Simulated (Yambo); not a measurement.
NaAlS2O8 (space group C2/m, No. 12), G0W0@LDA in Yambo (2×2×2 mesh, plasmon pole; 7 Ry block, no terminator). The number N of bands in W and G is varied.

```csv
N,x = 1/N,"gap (-0.5, -0.5, 0) → Γ (eV)",shift of the valence edge (eV)
91,0.01099,8.708,-1.094
129,0.00775,8.523,-1.170
175,0.00571,8.488,-1.286
222,0.00450,?,?
```

**Question.** Basis-set arguments suggest E = E∞ + A x. Fix A and E∞ from the two rows above the withheld one, predict the row at 222 bands, and test the form.

**Answer.** Gap: A = (8.488 − (8.523))/(0.00571 − 0.00775) = 17.2, E∞ = 8.390 eV, so 8.467 eV is predicted; the run gave 8.487 eV (miss 20 meV). The first two rows have slope 57.1, so the form doesn't hold yet over the whole range. Shift: A = (-1.286 − (-1.170))/(0.00571 − 0.00775) = 56.9, E∞ = -1.611 eV, so -1.355 eV is predicted; the run gave -1.370 eV (miss 15 meV). The first two rows have slope 23.5, so the form doesn't hold yet over the whole range. The other settings are held fixed.

Geometry of the Materials Project entry, not relaxed at this level; primitive cell a = b = 4.711 Å, c = 7.309 Å, α = β = 92.54°, γ = 65.06°.

The structure is a Materials Project entry; no match was found in the copy of COD used, and its stability was not checked.

A shift is the quasiparticle energy of the state minus its LDA energy.
